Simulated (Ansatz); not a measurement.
**K$_{2}$GeS$_{2}$: reading a single point**

```
Ge S K
1.0
     0.00000    0.00000    6.19528
     6.95026    0.00000    0.00000
     3.47513    6.33464   -3.09764
Ge S K
2 4 4
Direct
  0.25000 0.00000 0.00000
  0.75000 0.00000 0.00000
  0.89650 0.29880 0.79300
  0.10350 0.70120 0.20700
  0.60350 0.09180 0.20700
  0.39650 0.90820 0.79300
  0.14780 0.19720 0.29560
  0.85220 0.80280 0.70440
  0.35220 0.49280 0.70440
  0.64780 0.50720 0.29560
```

Level: PBE, no spin polarisation; 420 eV; 5×5×5 Γ-centred mesh; fermi-dirac occupations (width 0.1 eV); Ansatz 0.2.0, fixed geometry.

(1) Give the Bader charges.

(2) What is the formation energy?

(3) Is the cell too large or too small?

(4) Metal or insulator? Give the gap.

Origin: a known structure type with other elements, at an estimated volume, so it need not be a known compound. Caveats: atoms or cell far from equilibrium.

Results:

(1) Bader charges in e: K +0.77, Ge +0.76, S -1.15. In the mean K gives up most and S takes most.

(2) -0.65 eV an atom against the elements' usual phases (free molecules for gases, crystals otherwise, with no correction for O₂ or N₂), so it is bound against them; other compounds may still compete. Relaxing would lower it.

(3) The pressure is 5.9 GPa (compression positive), so with the atoms held at these fractions the cell would first expand; the forces are large, so a full relaxation may end otherwise. The principal stresses 4.5, 4.7, 8.5 GPa differ, so its shape would change too.

(4) The gap is 1.00 eV, indirect (the least direct gap found is 1.08 eV).
